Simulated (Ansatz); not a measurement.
The cell below belongs to a search over invented structures; it isn't taken from experiment.

Input and command of a plane-wave DFT calculation in Ansatz:

```yaml
crystal:
  lattice:
    - [4.50866152, 0.0, 0.0]
    - [0.0, 4.50866152, 0.0]
    - [0.0, 0.0, 4.65354587]
  atoms:
    - { symbol: Hf, position: [0.74552303, 0.74552303, 0.5] }
    - { symbol: Hf, position: [0.25447697, 0.25447697, 0.5] }
    - { symbol: Hf, position: [0.25447697, 0.74552303, 0.5] }
    - { symbol: Hf, position: [0.74552303, 0.25447697, 0.5] }
    - { symbol: C, position: [0.0, 0.0, 0.0] }
basis:
  ecutwfc: 420
kpoints:
  mp_grid: { grid: [4, 4, 4] }
hamiltonian:
  xc: pbe
scf:
  occupations: { method: gaussian, width: 0.2 }
  lower_state_search: "off"
output:
  forces: true
  stress: true
  eigenvalues: true
relax:
  adjacent_minimum: "off"
  f_tol: 0.08
  max_steps: 16
  cell: { stress_tol: 0.8 }
```

```bash
ansatz run input.yaml --threads 1 --pin off --max-ram 2560MiB --backend cpu --events-out ev --progress --plain --runs-dir out
```

Processor: Intel(R) Xeon(R) Platinum 8488C (Sapphire Rapids), 1 thread, on a host shared with other jobs.

**Question.** How long does it run, and how much memory does it take?

**Answer.** About 120 s, peak memory 0.48 GiB. It solves 65 bands at 18 k points (after reduction by symmetry) with about 1903 plane waves (on the last cell), in 109 SCF iterations over 15 ionic steps.
